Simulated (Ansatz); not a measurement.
A distorted cell of CuI (zinc blende):

```yaml
crystal:
  lattice:
    - [0.00000, 6.07934, 6.07934]
    - [3.03967, 0.00000, 3.03967]
    - [3.03967, 3.03967, 0.00000]
  atoms:
    - { symbol: I, position: [0.37500, 0.72974, 0.76309] }
    - { symbol: I, position: [0.87500, 0.77026, 0.73691] }
    - { symbol: Cu, position: [0.00000, 0.02472, 0.98404] }
    - { symbol: Cu, position: [0.50000, 0.97528, 0.01596] }
```

Calculation: PBE (plane waves to 420 eV, PAW, scalar-relativistic; Ansatz, a quantum-chemistry and plane-wave program). k mesh 9×9×9 (Γ-centred), Fermi-Dirac smearing 0.05 eV. Stress and pressure are positive under compression. CuI is run without spin polarisation. CuI was relaxed with its symmetry unable to fall. Spin-orbit coupling is left out, though I is heavy.

Question: Predict the force on every atom, in eV/Å.

Answer: 
```csv
atom,Fx,Fy,Fz
I1,0.020,-0.030,0.036
I2,-0.009,0.021,-0.043
Cu3,-0.014,0.021,-0.022
Cu4,0.003,-0.011,0.028
```

(A displaced cell: forces are minus the slopes of the energy, force constants its curvatures, and phonons follow from these.)
